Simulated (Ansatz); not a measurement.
ZnO in space group Pm-3n (No. 223; Zn on 6c, O on 6d), a = b = c = 5.6565 Å, α = β = γ = 90.00°.

Relaxed with PBE.

**Question.** Which orbitals make up the states near the band edges in plane-wave PAW PBE (Ansatz code)?

**Answer.** Top 1 eV of the valence band: O 2p 75 %, Zn 3d 22 %. Bottom 1 eV of the conduction band: Zn 4s 60 %, O 2s 19 %, O 2p 17 %. Projections are on Löwdin-orthogonalised atomic valence shells; empty p or d shells of many metals are not among them.

**Question.** Tabulate the density of states.

**Answer.** States/eV per cell of 12 atoms, in 0.25 eV bins, energy from the valence-band maximum.

```
E (eV)  total  Zn 3d   O 2p  Zn 4s
------  -----  -----  -----  -----
-6.70    0.00   0.00   0.00   0.00
-6.45    6.01   2.58   2.78   0.56
-6.20    8.12   3.78   3.58   0.68
-5.95    1.79   0.92   0.73   0.12
-5.70   12.14   7.58   3.98   0.51
-5.45   25.45  18.01   6.85   0.51
-5.20   43.41  30.53  11.16   1.59
-4.95   41.71  32.63   8.57   0.37
-4.70    9.72   8.38   1.24   0.05
-4.45   57.95  57.25   0.41   0.10
-4.20   26.68  25.80   0.37   0.28
-3.95    7.11   6.76   0.11   0.04
-3.70    4.65   2.94   1.21   0.42
-3.45   10.73   5.75   3.68   1.07
-3.20   11.69   5.24   4.97   1.13
-2.95   10.36   4.20   4.94   0.76
-2.70    7.86   2.71   4.31   0.46
-2.45    5.00   1.66   2.76   0.32
-2.20    8.76   2.61   5.18   0.49
-1.95   12.14   3.05   8.13   0.39
-1.70   15.07   3.32  10.85   0.30
-1.45    8.58   1.87   6.13   0.24
-1.20    8.79   1.81   6.60   0.10
-0.95   12.85   2.73   9.74   0.05
-0.70   15.46   3.40  11.60   0.10
-0.45    4.82   1.09   3.58   0.04
-0.20    6.71   1.45   5.13   0.02
0.05     0.45   0.10   0.35   0.00
0.30     0.00   0.00   0.00   0.00
0.55     0.00   0.00   0.00   0.00
0.80     0.00   0.00   0.00   0.00
1.05     0.00   0.00   0.00   0.00
1.30     0.06   0.00   0.01   0.04
1.55     0.16   0.00   0.02   0.10
1.80     0.25   0.01   0.04   0.15
2.05     0.37   0.01   0.07   0.22
2.30     0.49   0.01   0.10   0.29
2.55     0.62   0.01   0.13   0.36
2.80     0.77   0.01   0.16   0.45
3.05     0.93   0.01   0.19   0.54
3.30     1.12   0.01   0.23   0.66
3.55     1.32   0.01   0.27   0.77
3.80     1.57   0.01   0.31   0.91
4.05     1.95   0.01   0.38   1.15
4.30     2.23   0.01   0.43   1.31
4.55     1.77   0.01   0.33   1.03
4.80     1.32   0.00   0.24   0.76
5.05     1.33   0.00   0.21   0.65
5.30     3.55   0.01   0.51   1.57
5.55     3.63   0.01   0.48   1.50
5.80     4.41   0.01   0.43   1.37
```

The start of the workflow was typed in or built on a structure type; neither database checked (COD, Materials Project) lists it. It is not the phase usual at ambient conditions (space group No. 186). Symmetry was held in the PBE relaxation; its stability against distortions is not shown here.

Potentials: the later of the program's two PAW sets.
